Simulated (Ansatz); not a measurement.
**Formation energy of GdGa2 in the AlB2-type structure**

Computed with Ansatz (plane waves, PAW, 420 eV cutoff): PBEsol, scalar-relativistic, collinear spin, Γ-centred 10×10×8 mesh, 0.05 eV Gaussian smearing; PAW files: Ansatz's generated set soft_2.

The start was a prototype's sites filled with these elements; the Crystallography Open Database holds the compound in this structure.

The structure is hexagonal, space group P6/mmm (No. 191). The conventional cell has a = 4.185 Å, b = 4.185 Å, c = 4.076 Å, α = 90.00°, β = 90.00°, γ = 120.00°. Gd (site symmetry 6/mmm) is surrounded by 12 Ga at 3.16 Å. Ga (site symmetry -6m2) is surrounded by 3 Ga at 2.42 Å. (Shells end 15 % past the nearest neighbour.)

The elements were computed in their standard states with the same datasets, cutoff and functional. The compound's run is ferromagnetic, with site spin moments Gd 7.03 μB. Total energies depend on the potentials used, so only differences within one code and one set of settings carry meaning.

Energy of the relaxed cell (3 atoms, smearing extrapolated to zero): -16716.478 eV. Elements, in eV/atom: Gd -9227.984, Ga -3743.203.

Problem. What is the formation energy?

Solution. [-16716.478 − (1 × -9227.984 + 2 × -3743.203)] / 3 = -0.70 eV/atom, or -67 kJ per mole of atoms.

The value is for 0 K, without zero-point energy. A negative value shows stability against the elements alone, not against other compounds or structures.

Without a U the 4f levels of Gd lie too near the Fermi level, so their share of the states there, and what hangs on it, is overstated. No spin–orbit coupling, a notable omission for heavy elements. The run wasn't fully tested for a lower electronic state. Site moments are of spin, integrated over atomic spheres. No antiparallel order was tried.
